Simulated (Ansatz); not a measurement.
A relaxed cell of MgSe (P6₃mc (No. 186)), relaxed on a k-mesh at least as fine as the one used below. Calculation: r2SCAN (plane waves to 500 eV, PAW, scalar-relativistic; Ansatz, an electronic-structure program). Γ-centred k-mesh 5×9×5 on the run's cell, Fermi–Dirac smearing 0.05 eV.

```
MgSe
1.0
    8.44407     0.00000     0.00000
   -2.11102     3.65639     0.00000
    0.00000     0.00000     6.81422
Mg Se
4 4
Direct
  0.33333   0.33333   0.00192
  0.83333   0.33333   0.00192
  0.16667   0.66667   0.50192
  0.66667   0.66667   0.50192
  0.33333   0.33333   0.62328
  0.83333   0.33333   0.62328
  0.16667   0.66667   0.12328
  0.66667   0.66667   0.12328
```

The atoms are displaced by (Å):

```tsv
atom	ux	uy	uz
Mg1	-0.002	0.014	-0.072
Mg2	-0.156	0.071	0.034
Mg3	-0.099	-0.103	-0.042
Mg4	-0.035	0.065	-0.167
Se5	0.045	0.029	0.027
Se6	0.168	-0.083	-0.051
Se7	-0.056	0.011	0.013
Se8	-0.038	-0.124	0.057
```

Task: What forces (eV/Å) and pressure result?

Result: 
```tsv
atom	Fx	Fy	Fz
Mg1	-0.52	-0.21	0.36
Mg2	1.25	-0.67	-0.55
Mg3	1.46	1.02	0.00
Mg4	0.21	-0.62	1.53
Se5	-0.11	-0.20	-0.65
Se6	-1.71	-0.10	0.82
Se7	-0.01	-0.12	-0.39
Se8	-0.56	0.90	-1.12
```

Pressure +1.3 GPa.

Task: Estimate the energy cost of the displacement in the harmonic approximation and compare with the calculation.

Result: For a harmonic well ΔE = −½ Σ F·u = 0.675 eV a cell, or 84 meV/atom. The calculated energy relative to the undisplaced cell is +0.082 eV/atom, so the harmonic estimate holds well.

No spin polarisation in the result.

The run that gave the undisplaced cell could not lose the symmetry of its start; a randomly shaken copy of 8 atoms returns to this structure.

The first start was generated by placing the elements on the sites of a structure type. Materials Project lists a structure of MgSe in the same space group, P6₃mc (No. 186); the sites were not compared with it, nor with measured phases. Known forms of MgSe include space group No. 225.
